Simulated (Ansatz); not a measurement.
B:
```cif
data_B4
_chemical_formula_sum 'B4'
_space_group_name_H-M_alt 'P 1'
_space_group_IT_number 1
_cell_length_a 4.01224
_cell_length_b 4.01224
_cell_length_c 4.01224
_cell_angle_alpha 109.471
_cell_angle_beta 109.471
_cell_angle_gamma 109.471
loop_
_space_group_symop_operation_xyz
  'x, y, z'
loop_
_atom_site_label
_atom_site_type_symbol
_atom_site_fract_x
_atom_site_fract_y
_atom_site_fract_z
_atom_site_occupancy
B1 B 0.00000 0.25000 0.50000 1
B2 B 0.25000 0.50000 0.00000 1
B3 B 0.50000 0.00000 0.25000 1
B4 B 0.25000 0.25000 0.25000 1
```

Relaxed with PBEsol.

### Question
Which orbitals make up the states near the band edges in DFT-PBEsol in the program Ansatz with PAW potentials?

### Answer
Top 1 eV of the valence band: B 2p 97 %. Bottom 1 eV of the conduction band: B 2p 91 %, B 2s 8 %. Projections are on Löwdin-orthogonalised atomic valence shells; empty p or d shells of many metals are not among them.

### Question
Tabulate the density of states.

### Answer
States/eV per cell of 4 atoms, in 0.25 eV bins, energy from the valence-band maximum.

| E (eV) | total | B 2p | B 2s |
|---|---|---|---|
| -7.87 | 0.16 | 0.07 | 0.09 |
| -7.62 | 0.54 | 0.26 | 0.27 |
| -7.37 | 1.74 | 0.92 | 0.79 |
| -7.12 | 1.65 | 0.88 | 0.75 |
| -6.87 | 0.97 | 0.53 | 0.43 |
| -6.62 | 0.73 | 0.40 | 0.32 |
| -6.37 | 0.61 | 0.34 | 0.26 |
| -6.12 | 0.54 | 0.31 | 0.22 |
| -5.87 | 0.53 | 0.32 | 0.21 |
| -5.62 | 0.57 | 0.36 | 0.21 |
| -5.37 | 0.70 | 0.46 | 0.22 |
| -5.12 | 1.01 | 0.73 | 0.27 |
| -4.87 | 1.63 | 1.26 | 0.34 |
| -4.62 | 1.54 | 1.19 | 0.33 |
| -4.37 | 1.40 | 1.08 | 0.31 |
| -4.12 | 0.95 | 0.74 | 0.20 |
| -3.87 | 0.70 | 0.56 | 0.14 |
| -3.62 | 0.61 | 0.51 | 0.10 |
| -3.37 | 0.60 | 0.52 | 0.08 |
| -3.12 | 1.64 | 1.55 | 0.07 |
| -2.87 | 2.19 | 2.06 | 0.10 |
| -2.62 | 1.94 | 1.83 | 0.09 |
| -2.37 | 2.11 | 1.97 | 0.12 |
| -2.12 | 3.27 | 3.04 | 0.21 |
| -1.87 | 1.59 | 1.49 | 0.09 |
| -1.62 | 1.02 | 0.97 | 0.04 |
| -1.37 | 1.11 | 1.06 | 0.05 |
| -1.12 | 2.18 | 2.06 | 0.10 |
| -0.87 | 3.13 | 3.02 | 0.09 |
| -0.62 | 1.55 | 1.50 | 0.04 |
| -0.37 | 0.82 | 0.80 | 0.02 |
| -0.12 | 0.41 | 0.41 | 0.01 |
| 0.13 | 0.00 | 0.00 | 0.00 |
| 0.38 | 0.00 | 0.00 | 0.00 |
| 0.63 | 0.00 | 0.00 | 0.00 |
| 0.88 | 0.00 | 0.00 | 0.00 |
| 1.13 | 0.00 | 0.00 | 0.00 |
| 1.38 | 0.15 | 0.14 | 0.01 |
| 1.63 | 0.71 | 0.65 | 0.06 |
| 1.88 | 0.97 | 0.88 | 0.08 |
| 2.13 | 1.28 | 1.16 | 0.11 |
| 2.38 | 1.77 | 1.60 | 0.16 |
| 2.63 | 3.13 | 2.82 | 0.28 |
| 2.88 | 1.74 | 1.57 | 0.14 |
| 3.13 | 1.32 | 1.21 | 0.09 |
| 3.38 | 1.60 | 1.47 | 0.11 |
| 3.63 | 3.25 | 2.92 | 0.26 |
| 3.88 | 2.46 | 2.23 | 0.16 |
| 4.13 | 2.42 | 2.28 | 0.09 |
| 4.38 | 1.91 | 1.77 | 0.09 |
| 4.63 | 1.15 | 1.05 | 0.06 |
| 4.88 | 0.13 | 0.12 | 0.01 |
| 5.13 | 0.12 | 0.11 | 0.00 |
| 5.38 | 0.46 | 0.42 | 0.01 |
| 5.63 | 0.92 | 0.84 | 0.02 |
| 5.88 | 1.10 | 1.01 | 0.03 |
| 6.13 | 1.19 | 1.10 | 0.04 |

Space group I4_132. The start of the workflow was typed in or built on a structure type; neither database checked (COD, Materials Project) lists it. It is not the phase usual at ambient conditions (space group No. 166). The PBEsol relaxation kept the symmetry of its start; phonons on a q-mesh show weakly imaginary modes.

Potentials: the later of the program's two PAW sets.
